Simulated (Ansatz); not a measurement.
Y2H2C in space group P-3m1 (No. 164; H on 2d, Y on 2d, C on 1a), plane-wave PAW PBE (Ansatz code), all energies at zero smearing, with the estimated change up to a 700 eV cutoff added, with one set of potentials and settings (totals compare only within such a set). Cell of 5 atoms (2 H, 2 Y, 1 C): -7982.783 eV.

```csv
element,reference phase,E (eV/atom)
H,"Cmce, 4 atoms in the cell",-15.8838
Y,"P6_3/mmc, 2 atoms in the cell",-3848.6668
C,"P6_3/mmc, 4 atoms in the cell",-250.9479
```

Formation energy per atom, worked out: (-7982.783 − 2×(-15.8838) − 2×(-3848.6668) − 1×(-250.9479))/5 = -0.547 eV/atom (-53 kJ per mol of atoms), at 0 K, without zero-point energy or fitted corrections.

The workflow started from an entry of the Crystallography Open Database (COD). Whether it is the stable phase at ambient conditions was not checked. The cell was relaxed with PBE under the symmetry of its start; whether a distortion lowers the energy is not shown. No spin polarisation was allowed. The references are the lowest solids computed at this level, not always the standard phases (solids in place of the gases).

Potentials: the later of the program's two PAW sets.
